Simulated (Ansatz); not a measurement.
# ZrOs (Pm-3m), a sublattice moved along a line

Computed with Ansatz, DFT PBEsol, scalar-relativistic, plane waves, PAW. Cutoff 420 eV, Γ-centred 14×14×14 k-points, Gaussian smearing of 0.15 eV. Spin–orbit coupling is left out, which can shift energies with elements as heavy as these. No spin polarisation. Energies are free energies at this smearing, counted from the undisturbed cell; pressure is positive in compression.

The undisturbed cell (as given, not relaxed at this level; it stands at -3.2 GPa, and it needn't be the usual structure):

```
Zr Os
1.0
     3.26300    0.00000    0.00000
     0.00000    3.26300    0.00000
     0.00000    0.00000    3.26300
Zr Os
1 1
Direct
  0.50000 0.50000 0.50000
  0.00000 0.00000 0.00000
```

Every Zr atom is moved by x along the Cartesian unit vector (0.000, 1.000, 0.000); the cell and all other atoms stay fixed. The cell is metallic on the mesh throughout.

| x (Å) | ΔE (meV/cell) | force along x on the moved atoms (eV/Å) | pressure (GPa) |
| --- | --- | --- | --- |
| -0.2000 | ? | ? | -0.5 |
| -0.1000 | 36.2 | 0.73 | -2.5 |
| 0.0000 | 0.0 | 0.00 | -3.2 |
| 0.0250 | 2.3 | -0.18 | -3.2 |
| 0.0500 | 9.0 | -0.36 | -3.0 |
| 0.0750 | 20.3 | -0.54 | -2.8 |
| 0.1250 | 56.7 | -0.91 | -2.2 |
| 0.1500 | 81.8 | -1.10 | -1.7 |
| 0.1750 | ? | -1.29 | ? |

By symmetry 0.2000 repeats -0.2000, -0.1500 repeats 0.1500, 0.1000 repeats -0.1000, -0.0500 repeats 0.0500 in energy, with the opposite slope along the path.

Question: Give the withheld values.

Answer: ΔE (meV/cell) at x (Å) = -0.2000: 146.2; force along x on the moved atoms (eV/Å) at x (Å) = -0.2000: 1.47; ΔE (meV/cell) at x (Å) = 0.1750: 111.7; pressure (GPa) at x (Å) = 0.1750: -1.2.